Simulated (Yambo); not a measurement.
Yambo run on Rb3CoF6 (space group Fm-3m, No. 225). The wavefunctions are PBEsol (pw.x of Quantum ESPRESSO, ONCV potentials, without SOC) ones on a 2×2×2 mesh (43 occupied bands); a = 6.269 Å, b = 6.269 Å, c = 6.269 Å, α = 60.00°, β = 60.00°, γ = 60.00°.

Yambo input:

```
rim_cut
gw0
dyson
el_el_corr
HF_and_locXC
ppa
em1d
RandQpts= 1000000
RandGvec= 1 Ry
EXXRLvcs= 96 Ry
VXCRLvcs= 384 Ry
Chimod= "HARTREE"
% BndsRnXp
 5 | 333 |
%
NGsBlkXp= 8 Ry
% LongDrXp
 1.0 | 1.0 | 1.0 |
%
PPAPntXp= 55 eV
% GbndRnge
 1 | 333 |
%
GTermKind= "BG"
DysSolver= "n"
ExtendOut
% QPkrange
 3 | 3 | 43 | 44 |
%
```

k points by index: 3 = X.

Resulting energies as the program prints them:

```
#    K-point    Band    Eo [eV]    E [eV]    E-Eo [eV]    Vxc [eV]    Vnlxc [eV]    Sc|Eo [eV]    Sc|E [eV]    dSc/dw|Eo [eV]    Re(Z)    Im(Z)
#
    3    43    0.000000    -1.405094    -1.405094    -29.15580    -37.78780    6.830860    7.226910    -7.668790    0.780135    -0.001697
    3    44    1.319252    3.732148    2.412896    -28.14632    -20.44457    -4.653932    -5.288845    -7.159735    0.791690    -0.001555
```
(The two width columns are left out.) Convergence of these settings isn't established.

Geometry of the Materials Project entry, not relaxed at this level.

The structure is a Materials Project entry; no match was found in the copy of COD used, and its stability was not checked.

The runs are not spin-polarised; magnetic order was not tried.
